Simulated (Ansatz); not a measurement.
WC (WC type, space group P-6m2)

```
CELL_PARAMETERS angstrom
      2.92196     0.00000     0.00000
     -1.46098     2.53050     0.00000
      0.00000     0.00000     2.84728
ATOMIC_POSITIONS crystal
  W  0.00000 0.00000 0.00000
  C  0.66667 0.33333 0.50000
```

Scan: atom 2 (C, nearest neighbour W at 2.207 Å; its periodic images, 2.8 Å or more away, move with it) is displaced along Cartesian [110], direction (0.707, 0.707, 0.000) in Cartesian axes, by s. The other atoms stay.

Method: PBE (plane waves to 420 eV, PAW, scalar-relativistic; Ansatz, an electronic-structure program). k mesh 15×15×13 (Γ-centred), Fermi-Dirac smearing 0.05 eV. Energies are smeared free energies. Left out: 1 of 11 points, with atoms too close for the PAW data. With partly filled bands, energies and forces of such displacements shift with the k mesh and the smearing. Spin-orbit coupling is left out, though W is heavy. The PAW data are Ansatz's earlier set. WC is run without spin polarisation. WC was relaxed with its symmetry unable to fall. The zero of ΔE is the undisplaced structure.

Successive frames, forces in eV/Å:

| frame | ΔE (eV/cell) | F on W1 | F on C2 |
|---|---|---|---|
| s = 0.000 Å | 0.000 | (0.000, 0.000, 0.000) | (0.000, 0.000, 0.000) |
| s = 0.132 Å | 0.125 | (1.220, 1.393, 0.000) | (-1.220, -1.393, 0.000) |
| s = 0.264 Å | 0.469 | (1.995, 2.657, 0.000) | (-1.995, -2.657, 0.000) |

What are the energy and the forces in the next frame, s = 0.396 Å?

ΔE (eV/cell) = 0.968.

```
atom      Fx      Fy     Fz
----  ------  ------  -----
W1     2.197   3.651  0.000
C2    -2.197  -3.651  0.000
```

(For displaced atoms, the force is minus the slope of the energy, and its curvature is a force constant, which sets phonon frequencies.)
